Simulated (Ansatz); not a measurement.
A relaxed cell of Mo₄C₃ is given with its symmetry left out. It was relaxed at this level from a Materials Project cell.

Computed with DFT PBE, scalar-relativistic, plane waves, PAW (Ansatz 0.2.0). Cutoff 420 eV, Γ-centred mesh, Gaussian smearing, no spin polarisation.

```xyz
7
Lattice="1.5387 0.8884 9.7492 -1.5387 0.8884 9.7492 0.0000 -1.7767 9.7492" Properties=species:S:1:pos:R:3 pbc="T T T"
Mo    0.0000    0.0000   25.6781
Mo    0.0000    0.0000    3.5695
Mo    0.0000    0.0000   10.9645
Mo    0.0000    0.0000   18.2831
C     0.0000    0.0000    7.4795
C     0.0000    0.0000   14.6238
C     0.0000    0.0000   21.7680
```

Energies over the elements count from the elements' standard structures at the same level, with no fitted energy shifts.

(1) Find its symmetry and describe it.

(2) How far does it lie from the elements in energy?

(3) Is it a metal?

Results:

(1) R-3m (No. 166). Conventional cell: a = 3.077 Å, c = 29.248 Å. Mo on its first site has 6 C at 2.20 Å; Mo on its second site has 3 C at 2.07 Å; around C on a site of symmetry 3m lie 3 Mo at 2.07 Å and 3 Mo at 2.20 Å; C on a site of symmetry -3m has 6 Mo at 2.20 Å.

(2) +0.05 eV/atom. It can't be a ground state, since the elements alone are lower.

(3) Yes, bands cross the Fermi level on the 12×12×12 mesh.

The last run used a 12×12×12 mesh for its 7-atom cell and Gaussian smearing of 0.10 eV. The reference form of C is held partly by dispersion forces, which this level lacks. Symmetry constrained the relaxation, so the result can be a saddle point. Another cell of Mo4C3 relaxed alike, in I4/mmm, lies 39 meV/atom lower, so this cell isn't the stable form at this level.
